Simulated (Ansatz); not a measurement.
PbS in space group Pnma (No. 62; Pb on 4c, S on 4c), r²SCAN+D4 (plane waves, PAW; program Ansatz). The conduction-band minimum lies on the Γ–Z line, 85 % of the way from Γ, with 2 equivalent valleys. Second derivatives d²E/dk² of the lowest band at one valley (eV·Å²), along Cartesian directions:

```tsv
direction	d²E/dk²
[100]	10.13
[010]	40.52
[001]	37.62
[110]	25.34
[101]	23.87
[011]	38.95
```

Task: Find the principal effective masses, the density-of-states mass and the conductivity mass.

Result: Off-diagonal terms follow from H_xy = H[110] − (H_xx + H_yy)/2, and m*/mₑ = 7.620 eV·Å² over each eigenvalue: 0.19, 0.20, 0.75. One valley's DOS mass (m₁m₂m₃)^(1/3) = 0.31, conductivity mass 3/(Σ 1/mᵢ) = 0.26 mₑ.

Task: What effective density of states Nc follows at 300 K for parabolic valleys?

Result: Nc = 2.509e19 × 2 × (0.31)^(3/2) ≈ 8.7e18 cm⁻³.

The workflow started from a Materials Project entry (that database holds measured and hypothetical structures alike); the Crystallography Open Database copy checked does not list it. It is not the phase usual at ambient conditions (space group No. 225). Symmetry was held in the r²SCAN+D4 relaxation; of distortions, only those at the zone centre were tested. Spin–orbit coupling is left out wherever it is not named.

Potentials: the earlier of the program's two PAW sets.

Edges and masses are those of Kohn–Sham bands, whose gap is no quasiparticle gap.
